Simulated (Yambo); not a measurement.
G0W0@PBEsol for CsNbP₂O₈ (space group C2/m, No. 12) in Yambo. Reference settings: 2×2×1 Γ-centred k mesh, bands 2 to 295 and a 7 Ry block in the screening, 295 bands in G with the Bruneval-Gonze terminator, plasmon pole fitted at 27.2 eV. The PBEsol gap (-0.5, -0.5, 0) → Γ on this mesh is 2.65 eV; G0W0 gaps are taken between the same points.

With and without the terminator, as bands are cut:

```json
[
 {"bands in G (in W)": "116 (295)", "gap, terminator (eV)": "5.081", "gap, none (eV)": "5.266", "valence shift, terminator (eV)": "-0.933", "valence shift, none (eV)": "-0.360"},
 {"bands in G (in W)": "193 (295)", "gap, terminator (eV)": "5.026", "gap, none (eV)": "5.092", "valence shift, terminator (eV)": "-0.947", "valence shift, none (eV)": "-0.595"},
 {"bands in G (in W)": "295 (295)", "gap, terminator (eV)": "5.012", "gap, none (eV)": "5.033", "valence shift, terminator (eV)": "-0.958", "valence shift, none (eV)": "-0.758"}
]
```

Over this range the gap spans 0.069 eV with the terminator and 0.233 eV without, the valence shift 0.025 eV and 0.398 eV. Neither column has reached its limit for certain.

Spin-orbit coupling is not included.

Geometry of the Materials Project entry, not relaxed at this level; primitive cell a = b = 5.1013 Å, c = 8.7736 Å, α = β = 92.92°, γ = 62.09°.

A shift is the quasiparticle energy of the state minus its PBEsol energy.
